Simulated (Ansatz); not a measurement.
Relaxing Zr2Cd

Method: DFT PBEsol, scalar-relativistic, plane waves, PAW (Ansatz 0.2.0). Run with 420 eV cutoff, 16×16×16 k-mesh, Gaussian smearing of 0.10 eV, no spin polarisation.

What was changed: relaxed at 25 GPa.

Other phases may be more stable at this pressure.

Input:

```yaml
crystal:
  lattice:
    - [0.0, 2.0062754512, 6.5897422994]
    - [2.0060988643, 0.0, 6.5897422994]
    - [2.0060988643, 2.0062754512, 0.0]
  atoms:
    - { symbol: Zr, position: [0.1664594828, 0.1664594828, 0.8335405172] }
    - { symbol: Zr, position: [0.8335405172, 0.8335405172, 0.1664594828] }
    - { symbol: Cd, position: [0.5, 0.5, 0.5] }
basis:
  ecutwfc: 420
kpoints:
  mp_grid: { grid: [16, 16, 16] }
hamiltonian:
  xc: pbesol
scf:
  occupations: { method: gaussian, width: 0.1 }
output:
  forces: true
  stress: true
  eigenvalues: true
relax:
  adjacent_minimum: "off"
  f_tol: 0.008
  max_steps: 50
  cell: { stress_tol: 0.08, p_target: 25.0 }
```

F is the free energy. Steps run on the plane waves of an earlier cell, but the last one, and at times one on the way, on a freshly chosen basis, so a repeated geometry can differ a little in energy. The relaxation lowers the enthalpy F + PV at the target pressure, so F itself can rise.

At step 2 F + PV rises: a step can overshoot before the optimiser corrects it.

Steps:

| step | F − F(1) (eV) | largest force component (eV/Å) | V (Å³/atom) | P (GPa) |
| --- | --- | --- | --- | --- |
| 1 | 0.0000 | 0.204 | 17.682 | 25.09 |
| 2 | 0.0071 | 0.965 | 17.799 | 22.80 |
| 3 | -0.0256 | 0.060 | 17.721 | 24.16 |
| 4 | 0.0087 | 0.047 | 17.646 | 24.93 |
| 5 | 0.0123 | 0.003 | 17.638 | 25.01 |
| 6 | 0.0123 | 0.003 | 17.638 | 25.01 |

Relaxed structure:

```xyz
3
Lattice="0.0000 1.9907 6.6763 1.9907 0.0000 6.6763 1.9907 1.9907 0.0000" Properties=species:S:1:pos:R:3 pbc="T T T"
Zr    1.9907    1.9907    2.2159
Zr    1.9907    1.9907   11.1367
Cd    1.9907    1.9907    6.6763
```

The structure is tetragonal, space group I4/mmm (No. 139). Conventional cell: a = 2.815 Å, b = 2.815 Å, c = 13.353 Å, α = 90.00°, β = 90.00°, γ = 90.00°. Zr (site symmetry 4mm) is surrounded by 8 Zr at 2.82 to 3.00 Å and 4 Cd at 2.98 Å. Around Cd (site symmetry 4/mmm) lie 4 Cd at 2.82 Å and 8 Zr at 2.98 Å.

The run converged. The run took about 2.1 core-minutes.